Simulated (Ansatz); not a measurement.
Theory: DFT PBE, scalar-relativistic, plane waves, PAW in Ansatz. All cells share a 420 eV cutoff and Γ-centred k meshes spaced at most about 0.3 Å⁻¹ (about 0.25 or finer for metals, 2π included). No spin polarisation in the final relaxations.

These are static total energies at zero pressure. All come from trial cells, and lower structures may exist.

Question: Order these relaxed structures of BeCd2Se3 by energy, lowest first, with the energy over the lowest of them.
A. Space group P-3m1 (No. 164), trigonal, a = 4.015 Å, c = 9.134 Å. Be is surrounded by 6 Cd at 2.60 Å; around Cd lie 3 Be at 2.60 Å, 3 Se at 2.86 Å and 3 Cd at 3.31 Å; around Se on a site of symmetry -3m lie 6 Se at 2.88 Å; Se on a site of symmetry 3m has 3 Cd at 2.86 Å and 3 Se at 2.88 Å.
B. Space group P-4m2 (No. 115), tetragonal, a = 5.265 Å, c = 5.171 Å. Be has 2 Se at 2.59 Å and 4 Cd at 2.95 Å; Cd is surrounded by 6 Se at 2.92–2.95 Å and 2 Be at 2.95 Å; around Se on its first site lie 2 Se at 2.59 Å and 4 Cd at 2.92 Å; around Se on its second site lie 2 Be at 2.59 Å and 4 Cd at 2.92 Å; 1 more site not described.
C. Space group P4mm (No. 99), tetragonal, a = 4.471 Å, c = 6.735 Å. Around Be lie 1 Se at 2.18 Å, 4 Se at 2.41 Å and 4 Cd at 3.42 Å; around Cd on its first site lie 1 Cd at 2.77 Å and 4 Se at 2.84 Å; Cd on its second site has 1 Cd at 2.77 Å, 8 Se at 3.14–3.28 Å and 4 Be at 3.42 Å; around Se on a site of symmetry 4mm lie 1 Be at 2.18 Å and 4 Cd at 3.28 Å; 1 more site not described.
D. Space group P-4m2 (No. 115), tetragonal, a = 3.705 Å, c = 11.930 Å. Around Be lie 4 Se at 2.62 Å; Cd is surrounded by 5 Se at 2.72–2.87 Å; Se on a site of symmetry 2mm is surrounded by 5 Cd at 2.72–2.87 Å; around Se on a site of symmetry -4m2 lie 4 Be at 2.62 Å.

Answer: C (0 meV/atom), D (44 meV/atom), B (310 meV/atom), A (412 meV/atom). Forms: C P4mm; D P-4m2; B P-4m2; A P-3m1. Counting Se atoms around Be and Cd (those within 1.25 times the shortest such distance or 1.15 times the sum of covalent radii; a plus sign parts nearer from farther groups; the shortest distance is added where it exceeds 1.18 times the sum of covalent radii; a slash parts the counts of unlike sites): C has Be 1+4, Cd 4/8 from 3.1 Å; D has Be 4 from 2.6 Å, Cd 5; B has Be 2 from 2.6 Å, Cd 6; A has Be 6+2 from 3.7 Å, Cd 3. B holds Se–Se chains (shortest 2.59 Å) (bonds between like non-metal atoms; other contacts aren't counted).

Weakly bound directions are ill-defined at this level, which has no dispersion term (P-4m2 at 27.3 Å³/atom), and this can change margins and order among such cells. Cells relaxed within their symmetry can be saddle points. Some candidate types were left out of the draw beforehand, so a known form may be missing.
